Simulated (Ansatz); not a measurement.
With DFT-r²SCAN in the program Ansatz with PAW potentials, HfScTaN3 in the trigonal phase (P3m1; Pearson symbol hP6) relaxes to a = 3.162 Å, c = 7.708 Å. Hf has 6 nearest neighbours from 2.23 Å (octahedral); Sc has 6 nearest neighbours from 2.23 Å (octahedral); Ta has 6 nearest neighbours from 2.21 Å (octahedral); N on 1c has 6 nearest neighbours from 2.24 Å (octahedral). Against the elements it lies at -1.75 eV/atom, with no fitted shifts.

Electronic character: metallic (no gap).

The bulk modulus is 276 GPa. Bader charges are Hf +2.10, Sc +1.78, Ta +1.96, N -1.98 to -1.91 e.

The start of the workflow was typed in or built on a structure type; neither database checked (COD, Materials Project) lists it. Its standing as an ambient phase is unchecked. The cell was relaxed with r²SCAN under the symmetry of its start; whether a distortion lowers the energy is not shown. The run is not spin-polarised. With an odd number of electrons in the cell and no spin polarisation, the count alone makes it a metal. The references are the lowest solids computed at this level, not always the standard phases (solids in place of the gases). Spin–orbit coupling is left out wherever it is not named.

Potentials: the earlier of the program's two PAW sets.
